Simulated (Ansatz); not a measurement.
GaCo:
```yaml
crystal:
  lattice:
    - [2.85046, 0.00000, 0.00000]
    - [0.00000, 2.85046, 0.00000]
    - [0.00000, 0.00000, 2.85046]
  atoms:
    - { symbol: Co, position: [0.00000, 0.00000, 0.00000] }
    - { symbol: Ga, position: [0.50000, 0.50000, 0.50000] }
```
The run is spin-polarised; directions of the spins, atom by atom: ↑ 0.

Relaxed with r²SCAN.

Give the Bader charges and basin volumes of the independent atoms, r²SCAN in the plane-wave PAW code Ansatz.



```json
[
 {"atom": "Co1", "Bader charge (e)": "-0.34", "Bader volume (Å³)": "11.9"},
 {"atom": "Ga2", "Bader charge (e)": "+0.34", "Bader volume (Å³)": "11.3"}
]
```

Space group Pm-3m (CsCl type). The r²SCAN relaxation kept the symmetry of its start. The final state is ferromagnetic, the only order run, not a proven ground state. The cell computed holds one magnetic atom, so no antiferromagnetic order was within reach. Other orbital occupations within this spin state were not tried.

Potentials: the later of the program's two PAW sets.
